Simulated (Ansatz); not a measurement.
One crystal and one scan (scan of one atom of the cell) at two levels, PBE (plane waves to 420 eV, PAW, scalar-relativistic; Ansatz, a quantum-chemistry and plane-wave program) and r2SCAN (plane waves to 500 eV, PAW, scalar-relativistic; Ansatz), each from its own relaxed cell and on its own mesh.

The crystal is Sn (diamond); one Sn atom of a 2-atom cell moves by s towards the nearest neighbour, with its periodic images.

The energy includes the smearing's −TS. Sn was relaxed with its symmetry unable to fall. With partly filled bands, energies and forces of such displacements shift with the k mesh and the smearing.

| quantity | run 1 | run 2 |
|---|---|---|
| Lattice constant a (Å) | 6.655 | 6.567 |
| Force constant k = d²E/ds² at s = 0 (finite differences) (eV/Å²) | 6.46 | 7.65 |
| Zone-centre optical wavenumber from k (cm⁻¹) | 172 | 187 |

### Question
Which run is which level?

### Answer
Run 1 is PBE, run 2 is r2SCAN. PBE gives the higher value for: lattice constant a. PBE gives the lower value for: force constant k = d²E/ds² at s = 0; zone-centre optical wavenumber from k. Both give the same shape of the curve: a single well with its minimum at or next to zero displacement. Neither level is exact: the differences show how much the result hangs on the functional.

(A displaced cell: forces are minus the slopes of the energy, force constants its curvatures, and phonons follow from these.)
